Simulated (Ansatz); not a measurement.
# Cold compression of IrC (zincblende type)

```yaml
crystal:
  lattice:
    - [0.00000, 2.31055, 2.31055]
    - [2.31055, 0.00000, 2.31055]
    - [2.31055, 2.31055, 0.00000]
  atoms:
    - { symbol: Ir, position: [0.00000, 0.00000, 0.00000] }
    - { symbol: C, position: [0.25000, 0.25000, 0.25000] }
```

The cell comes from a relaxation on PAW files under the same functional, begun from a prototype that needn't be the stable phase.

Its volume is scaled at fixed shape and fractional positions.

Level of theory: DFT with PBE, scalar-relativistic, in Ansatz 0.2.0; a Γ-centred 16×16×16 k mesh, Fermi–Dirac smearing of 0.08 eV, no spin polarisation. LAPW: all electrons, basis error target 1 meV/atom; PAW: frozen-core files, cutoff 420 eV; crystal datasets: all electrons, by PAW datasets that the program makes for each cell; norm-conserving: pseudopotentials, cutoff 1116 eV; PAW (cutoff 800 eV): frozen-core files, cutoff 800 eV.

Energies are extrapolated to zero smearing and count from the unscaled cell; pressure is positive in compression; gaps take the mesh and a band path. No temperature or zero-point motion is included.

Spin–orbit coupling is left out, which matters for the heavy atoms.

```json
{"V/V0": "1.00", "V (Å³/atom)": "12.34", "P LAPW (GPa)": "-0.02", "ΔE LAPW (eV/atom)": "0.000", "P PAW − LAPW (GPa)": "-0.02", "ΔE PAW − LAPW (meV/atom)": "0.0"}
{"V/V0": "0.88", "V (Å³/atom)": "10.85", "P LAPW (GPa)": "46.7", "ΔE LAPW (eV/atom)": "0.192", "P PAW − LAPW (GPa)": "0.05", "ΔE PAW − LAPW (meV/atom)": "0.1"}
{"V/V0": "0.78", "V (Å³/atom)": "9.62", "P LAPW (GPa)": "118.3", "ΔE LAPW (eV/atom)": "0.801", "P PAW − LAPW (GPa)": "0.22", "ΔE PAW − LAPW (meV/atom)": "1.0"}
{"V/V0": "0.68", "V (Å³/atom)": "8.39", "P LAPW (GPa)": "246.6", "ΔE LAPW (eV/atom)": "2.157", "P PAW − LAPW (GPa)": "0.61", "ΔE PAW − LAPW (meV/atom)": "4.1"}
{"V/V0": "0.58", "V (Å³/atom)": "7.15", "P LAPW (GPa)": "?", "ΔE LAPW (eV/atom)": "?", "P PAW − LAPW (GPa)": "?", "ΔE PAW − LAPW (meV/atom)": "?"}
{"V/V0": "0.50", "V (Å³/atom)": "6.17", "P LAPW (GPa)": "840.2", "ΔE LAPW (eV/atom)": "8.861", "P PAW − LAPW (GPa)": "3.84", "ΔE PAW − LAPW (meV/atom)": "29.1"}
{"V/V0": "0.43", "V (Å³/atom)": "5.30", "P LAPW (GPa)": "1386", "ΔE LAPW (eV/atom)": "14.723", "P PAW − LAPW (GPa)": "6.69", "ΔE PAW − LAPW (meV/atom)": "57.2"}
```

(1) Fit the Vinet equation to the LAPW pressures shown (residuals weighted by 1/(|P| + 0.03·Pmax)), and predict the pressure of the withheld row.

(2) From the table, what is the rise of the enthalpy H = E + pV up to the last row, and how stiff is the crystal between the last two rows?

(3) At the smallest volume, how far do crystal datasets and norm-conserving and PAW (cutoff 800 eV) lie from LAPW in pressure?

(4) How do the Löwdin populations by LAPW change from the unscaled cell to the last row?

## Answers

(1) The fit gives V0 = 12.34 Å³/atom, B0 = 268 GPa and B0′ = 4.76. At 7.15 Å³/atom, x = (V/V0)^(1/3) = 0.8339, and P = 3·B0·(1 − x)/x²·exp[1.5·(B0′ − 1)·(1 − x)] = 490.0 GPa. The run itself gave 486.5 GPa (+0.7 % off) and ΔE = 4.879 eV/atom.

(2) ΔH = 14.723 eV + (1386 GPa × 5.30 Å³ + 0.02 GPa × 12.34 Å³) × 0.006242 eV/(GPa·Å³) = 60.62 eV/atom, of which pV makes 76 %. The mean bulk modulus there is −ΔP/Δln V = 3620 GPa.

(3) crystal datasets: 0.00 GPa; norm-conserving: +4.44 GPa; PAW (cutoff 800 eV): +6.42 GPa, on a LAPW pressure of 1386 GPa.

(4) Ir 5s 1.96 → 1.86, Ir 6s 0.65 → 0.55, Ir 5p 5.97 → 5.88, Ir 5d 7.61 → 7.92, C 2s 1.41 → 1.08, C 2p 3.27 → 3.55 electrons an atom. These are projections on the shells that the free atoms fill; 0.13 e a cell lies outside them at the start and 0.19 e at the end.
